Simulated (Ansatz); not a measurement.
Zr₂N:
```yaml
crystal:
  lattice:
    - [5.33172, 0.00000, 0.00000]
    - [0.00000, 5.33172, 0.00000]
    - [0.00000, 0.00000, 3.25255]
  atoms:
    - { symbol: Zr, position: [0.29606, 0.29606, 0.00000] }
    - { symbol: Zr, position: [0.70394, 0.70394, 0.00000] }
    - { symbol: Zr, position: [0.20394, 0.79606, 0.50000] }
    - { symbol: Zr, position: [0.79606, 0.20394, 0.50000] }
    - { symbol: N, position: [0.00000, 0.00000, 0.00000] }
    - { symbol: N, position: [0.50000, 0.50000, 0.50000] }
```

Relaxed with LDA. Special points in fractions of this cell's reciprocal vectors: Γ (0.000, 0.000, 0.000); X (0.000, 0.500, 0.000); M (0.500, 0.500, 0.000); Z (0.000, 0.000, 0.500); R (0.000, 0.500, 0.500); A (0.500, 0.500, 0.500).

Question: List the band energies nearest the Fermi level at these points for DFT-LDA in the program Ansatz with PAW potentials.

Answer: In eV from the Fermi level; about four levels below and three above (degenerate sets whole), none deeper than 8.9 eV; points with the same levels are listed once.

| k | below | above |
|---|---|---|
| Γ | -4.19 -4.19 -3.86 -3.34 -2.03 | 0.47 0.53 0.73 |
| X | -2.01 -2.01 -1.00 -1.00 | 1.49 1.49 1.52 1.52 |
| M | -1.48 -1.48 -1.13 -1.13 | 0.94 0.94 1.37 1.37 |
| Z | -1.15 -1.15 -1.14 -1.14 | 1.97 1.97 3.17 3.17 |
| R | -0.85 -0.85 -0.76 -0.76 | 1.55 1.55 3.46 3.46 |
| A | -0.99 -0.99 -0.18 -0.18 | 1.21 1.21 2.75 2.75 |

Space group P4_2/mnm (anti-rutile). The workflow started from a Materials Project entry (that database holds measured and hypothetical structures alike); the Crystallography Open Database copy checked does not list it. Whether it is the stable phase at ambient conditions was not checked. The cell was relaxed with LDA under the symmetry of its start; of distortions, only those at the zone centre were tested. The run is not spin-polarised. Spin–orbit coupling is left out wherever it is not named.

Potentials: the later of the program's two PAW sets.
